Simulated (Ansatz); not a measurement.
Total density of states per atom from plane-wave PAW r²SCAN (Ansatz code), in 0.25 eV bins, energy from the Fermi level:

(E (eV), states/eV/atom): (-7.85, 0.30); (-7.60, 0.32); (-7.35, 0.24); (-7.10, 0.35); (-6.85, 0.55); (-6.60, 0.76); (-6.35, 0.92); (-6.10, 0.86); (-5.85, 0.97); (-5.60, 0.69); (-5.35, 0.88); (-5.10, 0.74); (-4.85, 0.46); (-4.60, 0.50); (-4.35, 1.02); (-4.10, 1.41); (-3.85, 0.83); (-3.60, 1.15); (-3.35, 1.49); (-3.10, 1.38); (-2.85, 1.08); (-2.60, 0.90); (-2.35, 0.75); (-2.10, 0.64); (-1.85, 0.35); (-1.60, 0.18); (-1.35, 0.15); (-1.10, 0.13); (-0.85, 0.11); (-0.60, 0.09); (-0.35, 0.08); (-0.10, 0.15); (0.15, 0.36); (0.40, 0.84); (0.65, 0.51); (0.90, 0.39); (1.15, 0.33); (1.40, 0.29); (1.65, 0.27); (1.90, 0.23); (2.15, 0.21); (2.40, 0.22); (2.65, 0.27); (2.90, 0.27); (3.15, 0.28); (3.40, 0.34); (3.65, 0.40); (3.90, 0.42); (4.15, 0.45); (4.40, 0.43); (4.65, 0.40)

Q: Pick the material that matches.
A) Al2Au, fluorite or antifluorite type
B) AlIr, CsCl type
C) TaAs, CsCl type
D) AlN, P6_3mc (Pearson symbol hP12)

A: B, AlIr, CsCl type. Within 0.5 eV of the Fermi level: Ir 5d 72 %, Al 3p 18 %, Ir 6s 6 %. Projections are on Löwdin-orthogonalised atomic valence shells; empty p or d shells of many metals are not among them.

Space group Pm-3m (CsCl type). The first step of the workflow began from a Materials Project structure, measured or hypothetical; the Crystallography Open Database copy checked does not list it. With Al and Ir taken as one species the cell has the higher symmetry Im-3m, so it may be an ordered model of a mixed-site phase. Whether it is the stable phase at ambient conditions was not checked. Symmetry was held in the r²SCAN relaxation; whether a distortion lowers the energy is not shown. No spin polarisation was allowed. Scalar-relativistic: spin–orbit coupling is off unless named, which matters more the heavier the elements.

Potentials: the later of the program's two PAW sets.
